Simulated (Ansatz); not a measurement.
Relaxed-ion elastic tensor of CaTiO₃ in space group Pnma (No. 62; Ca on 4c, Ti on 4b, O on 4c, O on 8d) in GPa (Voigt order), the program Ansatz at the PBEsol level (PAW); density 4.10 g/cm³, 11.01 Å³ per atom.

```
321  109  133  0.0  0.0  0.0
109  341  110  0.0  0.0  0.0
133  110  311  0.0  0.0  0.0
0.0  0.0  0.0  107  0.0  0.0
0.0  0.0  0.0  0.0  109  0.0
0.0  0.0  0.0  0.0  0.0  120
```

Is the crystal mechanically stable?

Yes: the smallest eigenvalue of C is 107 GPa.

Work out the Voigt, Reuss and Hill averages.

K_V = 186, K_R = 186, K_H = 186; G_V = 109, G_R = 108, G_H = 108 GPa.

Give Young's modulus, Poisson's ratio, Pugh's ratio and the universal anisotropy index.

E = 9KG/(3K + G) = 272 GPa; ν = 0.26; K/G = 1.72 (near the Pugh limit of 1.75, no verdict); A_U = 5G_V/G_R + K_V/K_R − 6 = 0.04.

Estimate the sound speeds and the Debye temperature.

v_l = √((K + 4G/3)/ρ) = 8980 m/s, v_t = √(G/ρ) = 5140 m/s, mean 5710 m/s; Θ = (h/k)(3n/4πV)^(1/3) v_m = 764 K.

How much does each axis shrink under pressure?

Linear compressibilities β_i = Σ_j S_ij (j = 1 to 3): x 1.8, y 1.8, z 1.8 per TPa.

The workflow started from a Materials Project entry (that database holds measured and hypothetical structures alike); the Crystallography Open Database files this formula in space group No. 62, but the cells were not matched. Its standing as an ambient phase is unchecked. The PBEsol relaxation kept the symmetry of its start; whether a distortion lowers the energy is not shown. The run is not spin-polarised.

Potentials: the earlier of the program's two PAW sets. The files were generated under PBE; for other functionals the program regenerates the frozen cores, and for LDA and PBEsol the local potential too.
